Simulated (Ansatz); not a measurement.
SiSnGeC in space group Pmm2 (No. 25; C on 1a, Si on 1c, Ge on 1d, Sn on 1b) at seven volumes, DFT-r²SCAN in the program Ansatz with PAW potentials, shape and atoms relaxed at each. One row is withheld.

```
V (Å³/atom)  P (GPa)
-----------  -------
16.337         11.53
16.875          7.07
17.414          3.29
17.952          0.02
18.491             ?
19.029         -4.93
19.568         -6.82
```

### Question
Fit the shown pressures and predict the withheld one.

### Answer
P = (3/2)B₀(x^(7/2) − x^(5/2))[1 + (3/4)(B′ − 4)(x − 1)] with x = (V₀/V)^(2/3). Least squares on the six rows gives V₀ = 17.963 Å³/atom, B₀ = 97.5 GPa, B′ = 4.66. At V = 18.491, x = 0.9809 and P = -2.64 GPa. The run itself gave -2.65 GPa.

The start of the workflow was typed in or built on a structure type; neither database checked (COD, Materials Project) lists it. Whether it is the stable phase at ambient conditions was not checked. The cell keeps a stress of up to 0.2 GPa. Symmetry was held in the r²SCAN relaxation; its stability against distortions is not shown here. Its formation energy is positive at this level, so the cell may be metastable or incomplete. Spin–orbit coupling is left out wherever it is not named.

Potentials: the earlier of the program's two PAW sets.
